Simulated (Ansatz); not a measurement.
All numbers below come from Ansatz, DFT PBE, scalar-relativistic, plane waves, PAW. All cells share a 420 eV cutoff and Γ-centred k meshes spaced at most about 0.3 Å⁻¹ (about 0.25 or finer for metals, 2π included). Collinear spin in cells that started with moments and kept them past the coarse steps, no spin elsewhere.

All energies are static (0 K, no zero-point motion). All come from trial cells, and lower structures may exist.

Problem. Order these relaxed structures of InRhC4N4 by energy, lowest first, with the energy over the lowest of them.
1.

```
In Rh C N
1.0
     6.23265    0.00000    0.00000
     0.00000    6.23265    0.00000
     0.00000    0.00000    6.23265
In Rh C N
1 1 4 4
Direct
  0.00000 0.00000 0.00000
  0.50000 0.50000 0.50000
  0.20008 0.20008 0.20008
  0.20008 0.79992 0.79992
  0.79992 0.20008 0.79992
  0.79992 0.79992 0.20008
  0.30826 0.30826 0.30826
  0.30826 0.69174 0.69174
  0.69174 0.30826 0.69174
  0.69174 0.69174 0.30826
```

2.

```
In Rh C N
1.0
     6.06084    0.00000    0.00000
     0.00000    6.06084    0.00000
     0.00000    0.00000    6.06084
In Rh C N
1 1 4 4
Cartesian
  3.0304 3.0304 3.0304
  0.0000 0.0000 0.0000
  1.1472 1.1472 1.1472
  1.1472 4.9137 4.9137
  4.9137 1.1472 4.9137
  4.9137 4.9137 1.1472
  1.8286 1.8286 1.8286
  1.8286 4.2322 4.2322
  4.2322 1.8286 4.2322
  4.2322 4.2322 1.8286
```

Solution. 2 (0 meV/atom), 1 (135 meV/atom). Forms: 2 P-43m, moments up to 0.8 μB; 1 P-43m, moments up to 1.2 μB. Even the lowest lies +0.53 eV/atom against the elements.

Another magnetic order may lie lower. Cells relaxed within their symmetry can be saddle points. Some types were kept out of the candidates beforehand, so the set may lack a known form.
